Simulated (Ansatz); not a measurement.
## Li₂Si₂Au₃: rattling a relaxed structure

It was reached by relaxing an invented guess, and it needn't be the stable form of this composition.

Level of theory: DFT PBE, scalar-relativistic, plane waves, PAW in Ansatz 0.2.0. Cutoff 420 eV; k points 8×8×6 on the computed 7-atom cell (Γ-centred); Gaussian smearing, width 0.10 eV; no spin polarisation.

The cell below (7 atoms, space group P-4m2 (No. 115)) is relaxed within its symmetry.

```
Li Si Au
1.0
     4.30627    0.00000    0.00000
     0.00000    4.30627    0.00000
     0.00000    0.00000    6.20385
Li Si Au
2 2 3
Direct
  0.50000 0.00000 0.77153
  0.00000 0.50000 0.22847
  0.00000 0.50000 0.75547
  0.50000 0.00000 0.24453
  0.50000 0.50000 0.50000
  0.50000 0.50000 0.00000
  0.00000 0.00000 0.50000
```

For the test it was strained at random (σ = 1.5 % a component), the atoms were moved at random (σ = 0.15 Å), and all was relaxed again on a coarse 6×6×4 mesh (in the run’s order of axes) with 0.20 eV smearing, with no symmetry imposed.

Spin–orbit coupling, which can matter for Au, is left out. The cell is a metal run without spin; a magnetic state may lie lower.

Problem. What happens?

Solution. It returns, within 1 meV/atom of the unmoved cell on that mesh and with the same symmetry when read at 0.1 Å. So it is stable against the distortions that fit this cell and that this random move excites. Modes that don't fit the cell aren't tested.
